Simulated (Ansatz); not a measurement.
With plane-wave PAW PBE (Ansatz code), BAs in the hexagonal phase (P6_222; B on 3d, As on 3c) relaxes to a = 3.459 Å, c = 7.482 Å. Against the elements it lies at 420 meV/atom, with no fitted shifts.

It is gapped at this level: 0.48 eV (indirect). The valence maximum lies at Γ and the conduction minimum at M (3 equivalent valleys). Gap from PBE with spin–orbit coupling: 0.47 eV (the band order may be inverted). The electron mass is 0.21, 0.33, 0.35 mₑ (principal values). The hole mass is 0.18, 0.45, 0.45 mₑ (principal values).

The bulk modulus is 136 GPa.

The start of the workflow was typed in or built on a structure type; neither database checked (COD, Materials Project) lists it. It is not the phase usual at ambient conditions (space group No. 216). The cell was relaxed with PBE under the symmetry of its start; its stability against distortions is not shown here. Its formation energy is positive at this level, so the cell may be metastable or incomplete. The references are the lowest solids computed at this level, not always the standard phases. Scalar-relativistic: spin–orbit coupling is off unless named, which matters more the heavier the elements.

Potentials: the later of the program's two PAW sets.
